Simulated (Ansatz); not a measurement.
K (bcc (W type), space group No. 229) at seven volumes, plane-wave PAW PBE+D3(BJ) (Ansatz code), scaled uniformly. One row is withheld.

```json
[
 {"V (Å³/atom)": "62.540", "P (GPa)": "0.47"},
 {"V (Å³/atom)": "64.602", "P (GPa)": "0.29"},
 {"V (Å³/atom)": "66.664", "P (GPa)": "0.13"},
 {"V (Å³/atom)": "68.726", "P (GPa)": "0.00"},
 {"V (Å³/atom)": "70.787", "P (GPa)": "?"},
 {"V (Å³/atom)": "72.849", "P (GPa)": "-0.22"},
 {"V (Å³/atom)": "74.911", "P (GPa)": "-0.31"}
]
```

Task: Fit the shown pressures and predict the withheld one.

Result: P = (3/2)B₀(x^(7/2) − x^(5/2))[1 + (3/4)(B′ − 4)(x − 1)] with x = (V₀/V)^(2/3). Least squares on the six rows gives V₀ = 68.692 Å³/atom, B₀ = 4.2 GPa, B′ = 3.76. At V = 70.787, x = 0.9802 and P = -0.12 GPa. The run itself gave -0.12 GPa.

Space group Im-3m (bcc (W type)). The PBE+D3(BJ) relaxation kept the symmetry of its start. The pairwise dispersion correction was not fitted to metals.

Potentials: the later of the program's two PAW sets.
